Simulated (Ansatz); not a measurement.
SiMo2N:
```
SiMo2N
1.0
    2.92072     0.00000     0.00000
   -1.46036     2.52942     0.00000
    0.00000     0.00000    13.34445
Si Mo N
2 4 2
Direct
  0.33333   0.66667   0.75000
  0.66667   0.33333   0.25000
  0.33333   0.66667   0.10117
  0.66667   0.33333   0.60117
  0.66667   0.33333   0.89883
  0.33333   0.66667   0.39883
  0.00000   0.00000   0.00000
  0.00000   0.00000   0.50000
```
The run is spin-polarised; directions of the spins, atom by atom: 0 0 ↑ ↑ ↑ ↑ 0 0.

Relaxed with r²SCAN.

Q: Give the Bader charges and basin volumes of the independent atoms, r²SCAN in the plane-wave PAW code Ansatz.

A: 

```tsv
atom	Bader charge (e)	Bader volume (Å³)
Si1	-0.30	14.3
Mo3	+0.88	13.0
N7	-1.46	9.0
```

Space group P6_3/mmc. The start of the workflow was typed in or built on a structure type; neither database checked (COD, Materials Project) lists it. Whether it is the stable phase at ambient conditions was not checked. Symmetry was held in the r²SCAN relaxation; whether a distortion lowers the energy is not shown. The final state is ferromagnetic, the only order run, not a proven ground state. Other orbital occupations within this spin state were not tried. No Hubbard U is applied.

Potentials: the earlier of the program's two PAW sets.
